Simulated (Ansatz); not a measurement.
Zr2Ir:
```
Zr2Ir
1.0
   -3.25205     3.25205     2.88790
    3.25205    -3.25205     2.88790
    3.25205     3.25205    -2.88790
Zr Ir
4 2
Cartesian
  1.12887   4.38092   0.00000
  2.12318  -1.12887   2.88790
  2.12318   1.12887   0.00000
  1.12887   2.12318   2.88790
  0.00000   0.00000   4.33185
  0.00000   0.00000   1.44395
```

Relaxed with r²SCAN. Special points in fractions of this cell's reciprocal vectors: Γ (0.000, 0.000, 0.000); X (0.000, 0.000, 0.500); M (-0.500, 0.500, 0.500); Z (0.447, 0.447, -0.447); Z0 (-0.447, 0.553, 0.447); P (0.250, 0.250, 0.250); N (0.000, 0.500, 0.000).

Question: List the band energies nearest the Fermi level at these points for DFT-r²SCAN in the program Ansatz with PAW potentials.

Answer: In eV from the Fermi level; about four levels below and three above (degenerate sets whole), none deeper than 8.9 eV; points with the same levels are listed once.

| k | below | above |
|---|---|---|
| Γ | -1.53 -0.73 -0.73 -0.26 | 0.42 0.42 0.53 0.53 |
| X | -1.11 -0.98 -0.70 -0.68 | 0.23 0.29 0.32 |
| M | -0.43 -0.43 -0.28 -0.01 | 1.44 1.44 2.22 2.22 |
| Z | -0.78 -0.45 -0.45 -0.29 | 0.14 1.48 1.48 |
| P | -0.26 -0.26 -0.14 -0.14 | 0.43 0.43 1.36 1.36 |
| N | -0.49 -0.49 -0.04 -0.04 | 0.55 0.55 1.48 1.48 |

Space group I4/mcm. The first step of the workflow began from a Materials Project structure, measured or hypothetical; the Crystallography Open Database copy checked does not list it. Whether it is the stable phase at ambient conditions was not checked. Symmetry was held in the r²SCAN relaxation; its stability against distortions is not shown here. No spin polarisation was allowed. Spin–orbit coupling is left out wherever it is not named.

Potentials: the later of the program's two PAW sets.
